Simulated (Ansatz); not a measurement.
Cu Kα1 powder pattern (kinematic, no thermal factors).
```csv
2θ (°),relative intensity
25.77,50
36.76,100
45.43,16
52.97,17
59.81,22
66.20,35
78.19,11
83.96,11
89.67,16
```

The pattern is computed from a structure relaxed with DFT PBE, scalar-relativistic, plane waves, PAW, and for the lanthanide a 4f-in-core norm-conserving potential, in Ansatz 0.2.0. No spin polarisation. Its elements are Cl, Er.

Give the structure.

ErCl.
Space group Pm-3m (No. 221). a = 3.455 Å, b = 3.455 Å, c = 3.455 Å, α = 90.00°, β = 90.00°, γ = 90.00°
```json
{"atom": "Er", "site": "1b", "symmetry": "m-3m", "x": "0.5000", "y": "0.5000", "z": "0.5000"}
{"atom": "Cl", "site": "1a", "symmetry": "m-3m", "x": "0.0000", "y": "0.0000", "z": "0.0000"}
```

A pattern alone doesn't exclude other cells with like lines; this is the one computed.

Another cell of ErCl relaxed alike, in P-6m2, lies 0.44 eV/atom lower, so this cell isn't the stable form at this level.

The cell was found from a structure generator's guess, not taken from experiment.

The lanthanide is trivalent by construction, without f bands, f moments or other valences.
